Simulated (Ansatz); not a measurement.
**Na$_{2}$AlAgCl$_{6}$: zone-centre modes**

Method: Ansatz, DFT PBEsol, scalar-relativistic, plane waves, PAW. Cutoff 420 eV, Γ-centred 6×6×6 k-points, Gaussian smearing of 0.05 eV. No spin polarisation.

Zero of the scan (relaxed at this level; it needn't be the usual structure):

```
CELL_PARAMETERS angstrom
0.00000 4.92690 4.92690
4.92690 0.00000 4.92690
4.92690 4.92690 0.00000
ATOMIC_POSITIONS crystal
Na 0.75000 0.75000 0.75000
Na 0.25000 0.25000 0.25000
Al 0.00000 0.00000 0.00000
Ag 0.50000 0.50000 0.50000
Cl 0.76505 0.23495 0.23495
Cl 0.23495 0.23495 0.76505
Cl 0.23495 0.76505 0.76505
Cl 0.23495 0.76505 0.23495
Cl 0.76505 0.23495 0.76505
Cl 0.76505 0.76505 0.23495
```

Harmonic modes by finite displacements of 0.02 Å, without the LO–TO term.

Task: At this geometry, is the structure stable against these modes?

Result: No: 9 modes are unstable, the strongest at 88i cm⁻¹.

Task: List the wavenumbers in cm⁻¹.

Result: 88i, 88i, 88i, 81i, 81i, 81i, 70i, 70i, 70i, 0, 0, 0, 69, 69, 69, 82, 82, 82, 155, 155, 155, 189, 189, 222, 222, 222, 325, 351, 351, 351.

Cost: 1 run of about 6.3 core-minutes, on Intel Xeon Processor @ 2.50GHz (Skylake/Cascade Lake) (shared hosts).